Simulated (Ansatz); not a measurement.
## Li2TaSb2: computed properties

All numbers below come from Ansatz 0.2.0, DFT PBE, scalar-relativistic, plane waves, PAW.

Cutoff 420 eV; k points 10×10×6 on the computed 5-atom cell (Γ-centred); Gaussian smearing, width 0.10 eV; no spin polarisation.

The structure is relaxed at this level of theory with its symmetry kept, and needn't be the ground state of this composition.

```cif
data_structure
_symmetry_space_group_name_H-M 'P4/mmm'
_symmetry_Int_Tables_number 123
_cell_length_a 3.8788
_cell_length_b 3.8788
_cell_length_c 7.2622
_cell_angle_alpha 90.000
_cell_angle_beta 90.000
_cell_angle_gamma 90.000
_cell_volume 109.26
loop_
_atom_site_label
_atom_site_type_symbol
_atom_site_symmetry_multiplicity
_atom_site_Wyckoff_symbol
_atom_site_fract_x
_atom_site_fract_y
_atom_site_fract_z
_atom_site_occupancy
Li1 Li 2 h 0.50000 0.50000 0.65684 1
Ta1 Ta 1 a 0.00000 0.00000 0.00000 1
Sb1 Sb 1 b 0.00000 0.00000 0.50000 1
Sb2 Sb 1 c 0.50000 0.50000 0.00000 1
```

Problem. Formation energy from the elements' standard states (uncorrected)?

Solution. +0.197 eV/atom.

Problem. Kohn–Sham band gap?

Solution. none (metal).

Problem. Density of states at the Fermi level?

Solution. 4.5 states/eV per cell.

Problem. Orbital (Löwdin) character within 0.5 eV of the Fermi level?

Solution. Ta 5d 64 %, Sb 5p 24 %, unprojected 4 %.

Problem. Bader charge by site (e)?

Solution. Li (2 in the cell) 0.83, Ta (1 in the cell) 0.83, Sb (1 in the cell) -1.27, Sb (1 in the cell) -1.23.

Spin-orbit coupling is left out, which matters for the bands of heavy elements.

The cell was found from a structure generator's guess, not taken from experiment. Löwdin shares on free-atom orbitals overweight diffuse shells.
